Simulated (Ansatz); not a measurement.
**Computed sliding energy of a bilayer: PtS2 (CdI2 type)**

A bilayer cut from bulk PtS$_{2}$ (CdI2 type), in the bulk's stacking and in-plane cell, with 15 Å of vacuum. The upper layer (atoms 4 to 6) slides over the lower.

```xyz
6
Lattice="3.5836 0.0000 0.0000 1.7918 3.1035 0.0000 0.0000 0.0000 22.0684" Properties=species:S:1:pos:R:3 pbc="T T T"
S      1.7918     1.0345     7.4577
Pt     0.0000     0.0000     8.6855
S      3.5836     2.0690     9.8829
S      1.7918     1.0345    12.1856
Pt     0.0000     0.0000    13.3829
S      3.5836     2.0690    14.6107
```

In-plane vectors a = (3.584, 0.000) Å, b = (1.792, 3.103) Å, area 11.12 Å². The shift is s times the vector a (length 3.584 Å), so s = 1 restores the start. Atoms relax along the normal only. γ = [E(shift) − E(0)] / area.

Computed with PBE-D3(BJ) (plane waves to 420 eV, PAW, scalar-relativistic; Ansatz, a first-principles code). k mesh 15×15×1 (Γ-centred), Fermi-Dirac smearing 0.05 eV. E is the zero-smearing estimate. Forces were relaxed to 0.02 eV/Å only, which leaves the soft interlayer gap uncertain by some hundredths of an Å. At this level the bands of PtS2 touch or barely overlap; measurements give the solid a gap. PtS2 is run without spin polarisation. PtS2 was relaxed with its symmetry unable to fall. Spin-orbit coupling is left out, though Pt is heavy. γ is measured from zero shift.

```tsv
shift (Å)	γ (mJ/m²)	gap between the layers (Å)
0.000	0	2.30
0.299	37	2.40
0.597	109	2.67
0.896	164	2.92
1.195	199	3.08
1.493	218	3.17
1.792	224	3.20
2.090	218	3.17
2.389	199	3.08
2.688	164	2.92
2.986	109	2.67
3.285	37	2.40
```

Summary:

The highest computed γ on the line comes out as 224 mJ/m² and the steepest slope dγ/d(shift) before the first maximum (spline) comes out as 2.5 GPa. The rise of the interlayer gap from the lowest to the highest point is 0.9 Å. Position of the highest point: s = 0.500. Local minima between the ends: no computed point is one. Stacking at the highest point: no atom directly above another. Stacking at the lowest point: s = 0.000, Pt above Pt, S above S.

The 12 points together took roughly 24 core-minutes.

(The slope of γ gives the shear force per area between the displaced halves; near zero shift its curvature is an elastic stiffness.)
